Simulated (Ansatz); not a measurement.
The relaxed structure here is a generated cell of CdTe: the first start was made by placing the elements on the sites of a structure type, and the end was not matched to a known phase here, so it may be hypothetical. Known forms of CdTe include space group No. 216.

A relaxed structure of CdTe. Space group P6₂22 (No. 180). These are PBE (plane waves to 420 eV, PAW, scalar-relativistic; Ansatz, a quantum-chemistry and plane-wave program) values and carry that method's errors.

```cif
data_Cd3Te3
_chemical_formula_sum 'Cd3 Te3'
_space_group_name_H-M_alt 'P 1'
_space_group_IT_number 1
_cell_length_a 4.61960
_cell_length_b 4.61960
_cell_length_c 10.47507
_cell_angle_alpha 90.000
_cell_angle_beta 90.000
_cell_angle_gamma 120.000
loop_
_space_group_symop_operation_xyz
  'x, y, z'
loop_
_atom_site_label
_atom_site_type_symbol
_atom_site_fract_x
_atom_site_fract_y
_atom_site_fract_z
_atom_site_occupancy
Cd1 Cd 0.50000 0.00000 0.50000 1
Cd2 Cd 0.00000 0.50000 0.16667 1
Cd3 Cd 0.50000 0.50000 0.83333 1
Te1 Te 0.50000 0.00000 0.00000 1
Te2 Te 0.00000 0.50000 0.66667 1
Te3 Te 0.50000 0.50000 0.33333 1
```

Give the band gap at the level PBE.

0.02 eV, indirect (valence top at A, conduction bottom at Γ) (no spin-orbit coupling).

What smallest direct gap does PBE give?

0.05 eV at Γ.

No spin polarisation in the result. Without spin-orbit coupling the bands of the heavy element are not split, so the gap can be far off.

The run could not lose the symmetry of its start: the end is stationary, and may be a saddle point rather than a minimum.
